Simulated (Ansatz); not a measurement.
# Does relaxation matter for the field gradients of As2O3 with fluorine replacing O?

Start: a cell of As2O3 (space group Fd-3m) built from an entry of the Crystallography Open Database (COD), with all atoms left at the host's positions.

Space group Imm2 (No. 44); a = 7.8301, b = 7.8301, c = 11.0734 Å.

```
site  Wyckoff  site symmetry       x       y       z
 As1       4c            .m.  0.2056  0.0000  0.3972
 As2       4c            .m.  0.7056  0.0000  0.8528
 As3       4d            m..  0.0000  0.2056  0.6028
 As4       4d            m..  0.5000  0.2056  0.6472
   F       2b            mm2  0.5000  0.0000  0.5774
 O10       8e              1  0.1726  0.8274  0.5000
 O11       2b            mm2  0.5000  0.0000  0.9226
 O13       8e              1  0.6726  0.8274  0.7500
 O17       2a            mm2  0.0000  0.0000  0.6726
 O19       2a            mm2  0.0000  0.0000  0.3274
```

One atom of each set is listed; the run and its k-mesh use a cell of 20 atoms with edges of 7.83, 7.83, 7.83 Å.

Level of theory: DFT, PBE, plane waves and PAW, scalar-relativistic, collinear spin, 420 eV cutoff, Γ-centred 3×3×3 k-points, Fermi–Dirac smearing 0.01 eV (Ansatz 0.2.0). Start moments as typed (μB): 1 on each F, none on the rest.

The largest force at the start is 6.3 eV/Å. Relaxing the ions at fixed cell moves them by 0.305 Å at most (atom 4, As) and 0.122 Å rms.

```tsv
site	moved (Å)	first shell before	first shell after	V_zz before (10²¹ V/m²)	η before
As1	0.065	3 O at 1.79 Å	3 O at 1.82–1.84 Å	-26.0	0.25
As2	0.072	3 O at 1.79 Å	3 O at 1.82–1.84 Å	-26.0	0.26
As3	0.053	3 O at 1.79 Å	3 O at 1.82–1.83 Å	-27.4	0.08
As4	0.305	2 O at 1.79 Å, 1 F at 1.79 Å	2 O at 1.81 Å, angle 100°	-19.09	0.55
F	0.099	2 As at 1.79 Å, angle 129°	2 As at 2.11 Å, angle 130°	12.83	0.61
O10	0.079	2 As at 1.79 Å, angle 129°	2 As at 1.82 Å, angle 127°	11.69	0.61
O11	0.023	2 As at 1.79 Å, angle 129°	2 As at 1.82 Å, angle 126°	11.84	0.66
O13	0.103	2 As at 1.79 Å, angle 129°	2 As at 1.81–1.84 Å, angle 132°	11.58	0.75
O17	0.080	2 As at 1.79 Å, angle 129°	2 As at 1.83 Å, angle 127°	11.89	0.63
O19	0.029	2 As at 1.79 Å, angle 129°	2 As at 1.84 Å, angle 129°	12.28	0.60
```

Q: How do the gradients change?

A: 

```json
{"site": "As1", "V_zz after": "-25.3", "η after": "0.00", "change of V_zz": "+0.70"}
{"site": "As2", "V_zz after": "-24.0", "η after": "0.17", "change of V_zz": "+1.95"}
{"site": "As3", "V_zz after": "-25.7", "η after": "0.02", "change of V_zz": "+1.71"}
{"site": "As4", "V_zz after": "14.80", "η after": "0.95", "change of V_zz": "–"}
{"site": "F", "V_zz after": "13.82", "η after": "0.49", "change of V_zz": "+0.99"}
{"site": "O10", "V_zz after": "11.61", "η after": "0.83", "change of V_zz": "-0.08"}
{"site": "O11", "V_zz after": "11.50", "η after": "0.88", "change of V_zz": "-0.34"}
{"site": "O13", "V_zz after": "12.09", "η after": "0.68", "change of V_zz": "+0.51"}
{"site": "O17", "V_zz after": "11.66", "η after": "0.79", "change of V_zz": "-0.23"}
{"site": "O19", "V_zz after": "11.75", "η after": "0.71", "change of V_zz": "-0.53"}
```

The largest change of V_zz along a kept axis is on As2, from -26.0 to -24.0. The whole tensor moves most on As4, by 4.80 along its most changed direction. In per cent, |V_zz| changes by -7 to -3 on As, +8 on F, -4 to +4 on O (all sites that start above 2, bar those whose gradient vanishes or changes sign or whose main axis turns by over 40°). Where |V_zz| stays above 0.1 and the axes keep their order, η moves most on As1, from 0.25 to 0.00. On As4 the largest principal value lies along another axis in the second run, so the two V_zz can't be compared directly. The host's own positions weren't relaxed first, so part of the change far from the defect can be the host's relaxation.

The defect repeats with the cell of 20 atoms, so it feels its images: sites between two images don't show the values beside a lone defect, and zeros or small values of η there can come from the images' arrangement. As and O carry a gradient in the pure host already, so the values there aren't the defect's effect alone. The defect cell has no gap above 0.1 eV on its mesh, so the values can hang on the smearing and the k-mesh. The start moments die out, and the run ends without spin.
Before: The cell keeps the host's lattice, where the PBE pressure is 10 GPa. The neighbours have not yet relaxed around the defect (largest force 6.3 eV/Å), so the values at and beside it are those of a strained start, not of the defect in a real crystal.
After: The relaxation keeps the site symmetry mm2 of the start, so the impurity can move only along its axis; a distortion that would localise the partly filled state isn't explored. The symmetry of the start holds F at 2.11 Å from its nearest As, well beyond a usual F–As bond (about 1.8 Å). This is probably a saddle point: let free, the atom would likely move off the site and bind to fewer neighbours, so the values at and beside it aren't those of the real defect.
